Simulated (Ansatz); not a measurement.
BPt$_{2}$:
```yaml
crystal:
  lattice:
    - [2.92416, 0.00000, 0.00000]
    - [-1.46208, 2.53239, 0.00000]
    - [0.00000, 0.00000, 10.35389]
  atoms:
    - { symbol: B, position: [0.66667, 0.33333, 0.75000] }
    - { symbol: B, position: [0.33333, 0.66667, 0.25000] }
    - { symbol: Pt, position: [0.66667, 0.33333, 0.38387] }
    - { symbol: Pt, position: [0.33333, 0.66667, 0.61613] }
    - { symbol: Pt, position: [0.33333, 0.66667, 0.88387] }
    - { symbol: Pt, position: [0.66667, 0.33333, 0.11613] }
```

Relaxed with r²SCAN. Special points in fractions of this cell's reciprocal vectors: Γ (0.000, 0.000, 0.000); M (0.500, 0.000, 0.000); K (0.333, 0.333, 0.000); A (0.000, 0.000, 0.500); L (0.500, 0.000, 0.500); H (0.333, 0.333, 0.500).

Task: List the band energies nearest the Fermi level at these points for plane-wave PAW r²SCAN (Ansatz code).

Result: In eV from the Fermi level; about four levels below and three above (degenerate sets whole), none deeper than 8.9 eV; points with the same levels are listed once.

```json
[
 {"k": "Γ", "below": "-2.18 -2.18 -1.27 -1.27", "above": "0.21 2.43 6.40 6.40"},
 {"k": "M", "below": "-0.84 -0.81 -0.66 -0.11", "above": "0.71 0.78 1.31"},
 {"k": "K", "below": "-0.86 -0.86 -0.45 -0.45", "above": "1.38 2.25 2.25"},
 {"k": "A", "below": "-1.60 -1.60 -1.60 -1.60", "above": "1.32 1.32 6.60 6.60 6.60 6.60"},
 {"k": "L", "below": "-0.94 -0.94 -0.72 -0.72", "above": "0.40 0.40 1.06 1.06"},
 {"k": "H", "below": "-1.00 -1.00 -0.44 -0.44", "above": "2.08 2.08 2.51 2.51"}
]
```

Space group P6_3/mmc. The first step of the workflow began from a Materials Project structure, measured or hypothetical; the Crystallography Open Database copy checked does not list it. Whether it is the stable phase at ambient conditions was not checked. The cell was relaxed with r²SCAN under the symmetry of its start; whether a distortion lowers the energy is not shown. The run is not spin-polarised. Spin–orbit coupling is left out wherever it is not named.

Potentials: the later of the program's two PAW sets.
